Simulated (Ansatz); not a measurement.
AlRu:
```
AlRu
1.0
    0.00000     3.04893     3.04893
    3.04893     0.00000     3.04893
    3.04893     3.04893     0.00000
Al Ru
2 2
Cartesian
  1.52446   1.52446   1.52446
  0.00000   0.00000   0.00000
  3.04893   3.04893   3.04893
  4.57339   4.57339   4.57339
```

Relaxed with PBE. Special points in fractions of this cell's reciprocal vectors: Γ (0.000, 0.000, 0.000); X (0.500, 0.000, 0.500); U (0.625, 0.250, 0.625); K (0.375, 0.375, 0.750); L (0.500, 0.500, 0.500); W (0.500, 0.250, 0.750).

### Question
List the band energies nearest the Fermi level at these points for PBE (plane waves, PAW; program Ansatz).

### Answer
In eV from the Fermi level; about four levels below and three above (degenerate sets whole), none deeper than 8.9 eV; … stands for higher levels left out; points with the same levels are listed once.

```csv
k,below,above
Γ,-3.92 -3.92 -3.92 -2.83 -2.83 -2.83,0.36 0.36 2.56 2.56 2.56
X,-1.96 -1.96 -0.39 -0.39,0.06 0.06 3.63 3.63
U,-0.85 -0.25 -0.15 -0.05,0.23 3.67 5.28
L,-1.28 -1.28 -0.74 -0.44 -0.44,2.30 3.06 3.06
W,-0.47 -0.47 -0.05 -0.05,5.51 5.51 …
```

Space group Fd-3m. A made-up cell: these elements were put on the sites of a structure type; neither database checked (COD, Materials Project) lists it. COD files the formula under space group No. 221, so this cell is another polymorph or a model. Whether it is the stable phase at ambient conditions was not checked. The cell was relaxed with PBE under the symmetry of its start; its stability against distortions is not shown here. No spin polarisation was allowed. Scalar-relativistic: spin–orbit coupling is off unless named, which matters more the heavier the elements.

Potentials: the later of the program's two PAW sets.
